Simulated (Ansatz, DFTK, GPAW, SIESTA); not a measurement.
**Si: programs and potentials compared**

```
Si
1.0
     3.83132    0.00000    0.00000
    -1.91566    3.31802    0.00000
     0.00000    0.00000    6.33262
Si
4
Direct
  0.66667 0.33333 0.93699
  0.33333 0.66667 0.43699
  0.66667 0.33333 0.56301
  0.33333 0.66667 0.06301
```

This isn't the form of Si at room conditions, which is diamond.

Alike in all runs: task single point; functional PBEsol; k mesh 8 × 8 × 4; occupations fermi-dirac, width 0.05 eV; no spin polarisation; no spin-orbit coupling. Pressure is positive in compression and, in plane waves, holds the error of the finite cutoff.

| program and potentials | plane-wave cutoff (eV) | notes | pressure (GPa) |
| --- | --- | --- | --- |
| SIESTA, files PseudoDojo sr-pbesol-0.4.1-standard, DZP (energy shift 0.003 Ry) | - | atomic basis | 0.84 |
| GPAW, PAW data sets generated for this functional | 600 | - | ? |
| DFTK, PseudoDojo SR PBEsol 0.4.1 standard (PBEsol) | 653 | - | -0.55 |
| Ansatz, all-electron LAPW, scalar-relativistic | - | - | -0.48 |

Question: Estimate from the other rows what the run with GPAW, PAW data sets generated for this functional gave.

Answer: Pressure -0.19 GPa. The other rows, which needn't bracket it: pressure -0.55 to 0.84.
